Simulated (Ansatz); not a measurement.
BP (zinc blende), relaxed and computed with several functionals in Ansatz (plane waves, PAW).

| functional | a (Å) | gap (eV) | B₀ by P(V) fit (GPa) |
|---|---|---|---|
| PBE | 4.548 | 1.25 | 162 |
| r²SCAN | 4.536 | 1.41 | 169 |
| HSE06 | 4.524 | 1.95 | 174 |

All cells were relaxed under the symmetry of their starts (and spin orders); stability against distortions was not tested throughout.

Potentials: the later of the program's two PAW sets.

Ansatz (a quantum-chemistry and plane-wave program) is a plane-wave DFT program.
